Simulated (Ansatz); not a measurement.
The relaxed structure here is a generated cell of Pt: the first start was made by placing the elements on the sites of a structure type, and the end was not matched to a known phase here, so it may be hypothetical. Known forms of Pt include space group No. 225.

A relaxed cell of Pt (Pm-3n (No. 223)), relaxed on a k-mesh at least as fine as the one used below. All values below come from PBE (plane waves to 420 eV, PAW, scalar-relativistic; Ansatz, an electronic-structure program). Γ-centred k-mesh 7×7×7 on the run's cell (coarser than for final values), Fermi–Dirac smearing 0.05 eV.

```yaml
crystal:
  lattice:
    - [5.06331, 0.00000, 0.00000]
    - [0.00000, 5.06331, 0.00000]
    - [0.00000, 0.00000, 5.06331]
  atoms:
    - { symbol: Pt, position: [0.25000, 0.00000, 0.50000] }
    - { symbol: Pt, position: [0.75000, 0.00000, 0.50000] }
    - { symbol: Pt, position: [0.00000, 0.50000, 0.25000] }
    - { symbol: Pt, position: [0.00000, 0.50000, 0.75000] }
    - { symbol: Pt, position: [0.50000, 0.25000, 0.00000] }
    - { symbol: Pt, position: [0.50000, 0.75000, 0.00000] }
    - { symbol: Pt, position: [0.00000, 0.00000, 0.00000] }
    - { symbol: Pt, position: [0.50000, 0.50000, 0.50000] }
```

The atoms are displaced by (Å):

```
atom      ux      uy      uz
----  ------  ------  ------
Pt1    0.048   0.133   0.114
Pt2   -0.183   0.074   0.133
Pt3    0.022  -0.041   0.104
Pt4   -0.061  -0.003   0.046
Pt5    0.112   0.125   0.041
Pt6   -0.027  -0.006   0.029
Pt7   -0.043  -0.018  -0.092
Pt8    0.014   0.031  -0.066
```

Task: What forces (eV/Å) and pressure result?

Result: 
| atom | Fx | Fy | Fz |
|---|---|---|---|
| Pt1 | -4.90 | -0.26 | -0.79 |
| Pt2 | 5.00 | -0.64 | -0.57 |
| Pt3 | 0.38 | 0.04 | -1.36 |
| Pt4 | 0.15 | 0.28 | 0.91 |
| Pt5 | -0.07 | -2.67 | -0.18 |
| Pt6 | -0.67 | 2.58 | -0.23 |
| Pt7 | 0.43 | -0.18 | 1.39 |
| Pt8 | -0.31 | 0.85 | 0.83 |

Pressure +5.6 GPa.

Task: Estimate the energy cost of the displacement in the harmonic approximation and compare with the calculation.

Result: For a harmonic well ΔE = −½ Σ F·u = 1.015 eV a cell, or 127 meV/atom. The calculated energy relative to the undisplaced cell is +0.13 eV/atom, so the harmonic estimate holds well.

The undisplaced cell is probably no minimum: from this displacement the run went on to Fm-3m (No. 225), 0.26 eV/atom below it.

No spin polarisation in the result.
